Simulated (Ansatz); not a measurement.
Si2Ni (fluorite or antifluorite type, Fm-3m) is relaxed with DFT-r²SCAN in the program Ansatz with PAW potentials. What lattice parameters of the conventional cell result?

a = 5.384 Å.

Is it a metal or does it have a gap at this level?

No gap at this level.

Symmetry was held in the r²SCAN relaxation. The workflow began spin-polarised and lost its moments.

Potentials: the later of the program's two PAW sets.
